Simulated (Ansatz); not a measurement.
Given:

KMgH3:
```
CELL_PARAMETERS angstrom
      3.99958     0.00000     0.00000
      0.00000     3.99958     0.00000
      0.00000     0.00000     3.99958
ATOMIC_POSITIONS crystal
  K  0.00000 0.00000 0.00000
  Mg 0.50000 0.50000 0.50000
  H  0.50000 0.00000 0.50000
  H  0.00000 0.50000 0.50000
  H  0.50000 0.50000 0.00000
```

This is the HSE06-relaxed structure.

Task: All from plane-wave PAW HSE06 (Ansatz code), unless another level is named. Give the band gap.

Result: 3.54 eV (indirect).

Task: Next, the smallest direct gap on the standard path?

Result: 5.82 eV.

Task: Predict the conduction-band minimum.

Result: at R.

Task: Predict the valence-band maximum.

Result: at X.

Space group Pm-3m (cubic perovskite). The first step of the workflow began from a Materials Project structure, measured or hypothetical; the Crystallography Open Database files this formula in space group No. 221, but the cells were not matched. Whether it is the stable phase at ambient conditions was not checked. The cell was relaxed with HSE06 under the symmetry of its start; whether a distortion lowers the energy is not shown. The hybrid was solved on a coarse mesh, the path and, where they were found, the r²SCAN edge points; its band edges are the extreme levels among these.

Potentials: the later of the program's two PAW sets.
